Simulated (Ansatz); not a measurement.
Relaxation of a generated cell, C built in the AFLOW prototype A_oF8_70_a; 2 atoms in the cell, which starts as Fddd, origin choice 1 (No. 70), oF8; a = 2.1502 Å, b = 3.9265 Å, c = 6.9174 Å, α = β = γ = 90.00°. The numbers are results of r2SCAN (plane waves to 500 eV, PAW, scalar-relativistic; Ansatz, a program for electronic structure), not measurements. Γ-centred k-mesh 12×12×12 on the run's cell (coarser than for final values), Fermi–Dirac smearing 0.05 eV. This is the first round of the run. 

The optimiser's lines from the output (shortened; P is positive under compression):

```
relax step   1: F+E_penalty+E_count = -494.01410840 eV  Δ(F+E_penalty+E_count) = +0.000e0 eV  max|allowed force component| = 1.110e-16 eV/Å  Δτ_max = 0.0000 Å  P = -4.751 GPa  Ω = 14.600 Å³  (6 SCF iters, dr2 threshold 1.00e-7 eV, accepted)
relax step   2: F+E_penalty+E_count = -494.18050109 eV  Δ(F+E_penalty+E_count) = -1.664e-1 eV  max|allowed force component| = 5.551e-16 eV/Å  Δτ_max = 0.0000 Å  P = -5.653 GPa  Ω = 14.384 Å³  (5 SCF iters, dr2 threshold 2.00e-7 eV, accepted)
relax step   3: F+E_penalty+E_count = -494.58217689 eV  Δ(F+E_penalty+E_count) = -4.017e-1 eV  max|allowed force component| = 2.776e-16 eV/Å  Δτ_max = 0.0000 Å  P = -11.046 GPa  Ω = 13.930 Å³  (5 SCF iters, dr2 threshold 2.00e-7 eV, accepted)
relax step   4: F+E_penalty+E_count = -495.08750027 eV  Δ(F+E_penalty+E_count) = -5.053e-1 eV  max|allowed force component| = 0.000e0 eV/Å  Δτ_max = 0.0000 Å  P = -19.017 GPa  Ω = 13.633 Å³  (5 SCF iters, dr2 threshold 2.00e-7 eV, accepted)
relax step   5: F+E_penalty+E_count = -495.72578292 eV  Δ(F+E_penalty+E_count) = -6.383e-1 eV  max|allowed force component| = 0.000e0 eV/Å  Δτ_max = 0.0000 Å  P = -23.065 GPa  Ω = 13.005 Å³  (5 SCF iters, dr2 threshold 2.00e-7 eV, accepted)
relax step   6: F+E_penalty+E_count = -496.37110074 eV  Δ(F+E_penalty+E_count) = -6.453e-1 eV  max|allowed force component| = 8.327e-17 eV/Å  Δτ_max = 0.0000 Å  P = -22.345 GPa  Ω = 12.318 Å³  (5 SCF iters, dr2 threshold 2.00e-7 eV, accepted)
relax step   7: F+E_penalty+E_count = -496.90062632 eV  Δ(F+E_penalty+E_count) = -5.295e-1 eV  max|allowed force component| = 2.776e-16 eV/Å  Δτ_max = 0.0000 Å  P = -16.625 GPa  Ω = 11.652 Å³  (5 SCF iters, dr2 threshold 2.00e-7 eV, accepted)
relax step   8: F+E_penalty+E_count = -497.21958538 eV  Δ(F+E_penalty+E_count) = -3.190e-1 eV  max|allowed force component| = 1.388e-16 eV/Å  Δτ_max = 0.0000 Å  P = -3.862 GPa  Ω = 11.021 Å³  (5 SCF iters, dr2 threshold 2.00e-7 eV, accepted)
relax step   9: F+E_penalty+E_count = -497.38556929 eV  Δ(F+E_penalty+E_count) = -1.660e-1 eV  max|allowed force component| = 0.000e0 eV/Å  Δτ_max = 0.0000 Å  P = +17.743 GPa  Ω = 10.523 Å³  (5 SCF iters, dr2 threshold 2.00e-7 eV, accepted)
relax step  10: F+E_penalty+E_count = -497.63342184 eV  Δ(F+E_penalty+E_count) = -2.479e-1 eV  max|allowed force component| = 3.469e-18 eV/Å  Δτ_max = 0.0000 Å  P = +21.751 GPa  Ω = 10.554 Å³  (5 SCF iters, dr2 threshold 2.00e-7 eV, accepted)
relax step  11: F+E_penalty+E_count = -498.03021549 eV  Δ(F+E_penalty+E_count) = -3.968e-1 eV  max|allowed force component| = 1.388e-17 eV/Å  Δτ_max = 0.0000 Å  P = +8.930 GPa  Ω = 10.922 Å³  (5 SCF iters, dr2 threshold 2.00e-7 eV, accepted)
relax step  12: F+E_penalty+E_count = -498.47339265 eV  Δ(F+E_penalty+E_count) = -4.432e-1 eV  max|allowed force component| = 0.000e0 eV/Å  Δτ_max = 0.0000 Å  P = +8.518 GPa  Ω = 10.998 Å³  (5 SCF iters, dr2 threshold 2.00e-7 eV, accepted)
relax step  13: F+E_penalty+E_count = -498.99825682 eV  Δ(F+E_penalty+E_count) = -5.249e-1 eV  max|allowed force component| = 5.551e-17 eV/Å  Δτ_max = 0.0000 Å  P = +12.216 GPa  Ω = 10.969 Å³  (5 SCF iters, dr2 threshold 2.00e-7 eV, accepted)
relax step  14: F+E_penalty+E_count = -499.56406346 eV  Δ(F+E_penalty+E_count) = -5.658e-1 eV  max|allowed force component| = 5.551e-17 eV/Å  Δτ_max = 0.0000 Å  P = +16.476 GPa  Ω = 10.903 Å³  (5 SCF iters, dr2 threshold 2.00e-7 eV, accepted)
relax step  15: F+E_penalty+E_count = -500.14942031 eV  Δ(F+E_penalty+E_count) = -5.854e-1 eV  max|allowed force component| = 0.000e0 eV/Å  Δτ_max = 0.0000 Å  P = +20.619 GPa  Ω = 10.812 Å³  (5 SCF iters, dr2 threshold 2.00e-7 eV, accepted)
relax step  16: F+E_penalty+E_count = -500.74215691 eV  Δ(F+E_penalty+E_count) = -5.927e-1 eV  max|allowed force component| = 1.665e-16 eV/Å  Δτ_max = 0.0000 Å  P = +26.435 GPa  Ω = 10.678 Å³  (5 SCF iters, dr2 threshold 2.00e-7 eV, accepted)
relax step  17: F+E_penalty+E_count = -501.26515381 eV  Δ(F+E_penalty+E_count) = -5.230e-1 eV  max|allowed force component| = 2.220e-16 eV/Å  Δτ_max = 0.0000 Å  P = +29.289 GPa  Ω = 10.601 Å³  (5 SCF iters, dr2 threshold 2.00e-7 eV, accepted)
relax step  18: F+E_penalty+E_count = -501.73361300 eV  Δ(F+E_penalty+E_count) = -4.685e-1 eV  max|allowed force component| = 5.551e-17 eV/Å  Δτ_max = 0.0000 Å  P = +26.246 GPa  Ω = 10.633 Å³  (5 SCF iters, dr2 threshold 2.00e-7 eV, accepted)
relax step  19: F+E_penalty+E_count = -502.13853305 eV  Δ(F+E_penalty+E_count) = -4.049e-1 eV  max|allowed force component| = 0.000e0 eV/Å  Δτ_max = 0.0000 Å  P = +31.107 GPa  Ω = 10.503 Å³  (5 SCF iters, dr2 threshold 2.00e-7 eV, accepted)
relax step  20: F+E_penalty+E_count = -502.43499637 eV  Δ(F+E_penalty+E_count) = -2.965e-1 eV  max|allowed force component| = 0.000e0 eV/Å  Δτ_max = 0.0000 Å  P = +24.452 GPa  Ω = 10.583 Å³  (5 SCF iters, dr2 threshold 2.00e-7 eV, accepted)
relax step  21: F+E_penalty+E_count = -502.63000123 eV  Δ(F+E_penalty+E_count) = -1.950e-1 eV  max|allowed force component| = 5.551e-17 eV/Å  Δτ_max = 0.0000 Å  P = +17.118 GPa  Ω = 10.675 Å³  (4 SCF iters, dr2 threshold 2.00e-7 eV, accepted)
relax step  22: F+E_penalty+E_count = -502.72846683 eV  Δ(F+E_penalty+E_count) = -9.847e-2 eV  max|allowed force component| = 0.000e0 eV/Å  Δτ_max = 0.0000 Å  P = +5.861 GPa  Ω = 10.848 Å³  (5 SCF iters, dr2 threshold 2.00e-7 eV, accepted)
relax step  23: F+E_penalty+E_count = -502.74275670 eV  Δ(F+E_penalty+E_count) = -1.429e-2 eV  max|allowed force component| = 5.551e-17 eV/Å  Δτ_max = 0.0000 Å  P = -0.186 GPa  Ω = 10.944 Å³  (4 SCF iters, dr2 threshold 2.00e-7 eV, accepted)
relax step  24: F+E_penalty+E_count = -502.74276316 eV  Δ(F+E_penalty+E_count) = -6.453e-6 eV  max|allowed force component| = 0.000e0 eV/Å  Δτ_max = 0.0000 Å  P = -0.022 GPa  Ω = 10.940 Å³  (2 SCF iters, dr2 threshold 2.00e-7 eV, accepted)
relax step  25: F+E_penalty+E_count = -502.74276338 eV  Δ(F+E_penalty+E_count) = -2.253e-7 eV  max|allowed force component| = 5.551e-17 eV/Å  Δτ_max = 0.0000 Å  P = +0.001 GPa  Ω = 10.940 Å³  (3 SCF iters, dr2 threshold 4.14e-9 eV, accepted)
relax step  26: F+E_penalty+E_count = -503.05530773 eV  Δ(F+E_penalty+E_count) = -3.125e-1 eV  max|allowed force component| = 0.000e0 eV/Å  Δτ_max = 0.0000 Å  P = +14.750 GPa  Ω = 10.940 Å³  stress off target by 4.25e1 GPa  SCF on the basis re-selected at this cell (its energy is not comparable with the rows above)  (6 SCF iters)
relax step  27: F+E_penalty+E_count = -503.10913453 eV  Δ(F+E_penalty+E_count) = -5.383e-2 eV  max|allowed force component| = 0.000e0 eV/Å  Δτ_max = 0.0000 Å  P = +3.137 GPa  Ω = 11.205 Å³  (5 SCF iters, dr2 threshold 2.00e-7 eV, accepted)
relax step  28: F+E_penalty+E_count = -503.11135729 eV  Δ(F+E_penalty+E_count) = -2.223e-3 eV  max|allowed force component| = 0.000e0 eV/Å  Δτ_max = 0.0000 Å  P = -0.047 GPa  Ω = 11.284 Å³  (4 SCF iters, dr2 threshold 2.00e-7 eV, accepted)
relax step  29: F+E_penalty+E_count = -503.11135893 eV  Δ(F+E_penalty+E_count) = -1.642e-6 eV  max|allowed force component| = 1.110e-16 eV/Å  Δτ_max = 0.0000 Å  P = -0.000 GPa  Ω = 11.283 Å³  (2 SCF iters, dr2 threshold 7.86e-8 eV, accepted)
relax step  30: F+E_penalty+E_count = -503.11152384 eV  Δ(F+E_penalty+E_count) = -1.649e-4 eV  max|allowed force component| = 1.110e-16 eV/Å  Δτ_max = 0.0000 Å  P = -0.007 GPa  Ω = 11.283 Å³  stress off target by 1.38e-2 GPa  SCF on the basis re-selected at this cell (its energy is not comparable with the rows above)  (4 SCF iters)
```

From the first to the last row the energy changes by -4.55 eV/atom and the volume by -22.7 %. The last row is marked as not comparable with the walk above it, whose basis was carried along; it does compare with step 1, since both stand on a basis selected at the nominal cutoff for their own cell.

Energy and pressure jump between steps 25 and 26 at one geometry, where the plane-wave basis was selected anew. While the cell walks, the set of plane waves is carried along, so its effective cutoff drifts with the strain; re-selecting it at 500 eV moved the energy by -0.156 eV/atom and the pressure by 14.7 GPa. Only step 1 and rows on a re-selected basis compare with each other.

Later rounds, restarted from the end of this one on a renewed k-mesh, logged 4 more steps and released under 1 meV/atom more. The final structure after all rounds: Fd-3m, origin choice 1 (No. 227), cF8, diamond type; a = b = c = 3.560 Å, α = β = γ = 90.00°. Between re-selections the logged energies stand on a plane-wave basis carried along with the cell. No spin polarisation in the result.

The run could not lose the symmetry of its start; a randomly shaken copy of 4 atoms returns to this structure.

All atoms sit on sites fixed by symmetry, so only the cell could relax.
